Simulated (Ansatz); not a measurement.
Input and command of a plane-wave DFT calculation in Ansatz:

```yaml
crystal:
  lattice:
    - [0.0, 1.996488, 1.842912]
    - [1.996488, 0.0, 1.842912]
    - [1.996488, 1.996488, 0.0]
  atoms:
    - { symbol: Ir, position: [0.0, 0.0, 0.0] }
basis:
  ecutwfc: 500
kpoints:
  mp_grid: { grid: [22, 22, 22] }
hamiltonian:
  xc: r2scan
scf:
  occupations: { method: gaussian, width: 0.15 }
output:
  forces: true
  stress: true
  eigenvalues: true
```

```bash
ansatz run input.yaml --threads 1 --pin off --max-ram 2560MiB --backend cpu --events-out ev --progress --plain --runs-dir out
```

Processor: Intel(R) Xeon(R) 6975P-C (Granite Rapids), 1 thread, on a host shared with other jobs.

**Question.** Estimate time, memory and problem size.

**Answer.** About 9.1 s on 1 thread of Intel(R) Xeon(R) 6975P-C (Granite Rapids), on a shared host, peak memory 0.53 GiB. It solves 13 bands at 834 k points (the mesh reduced by symmetry) with about 371 plane waves, in 6 SCF iterations.
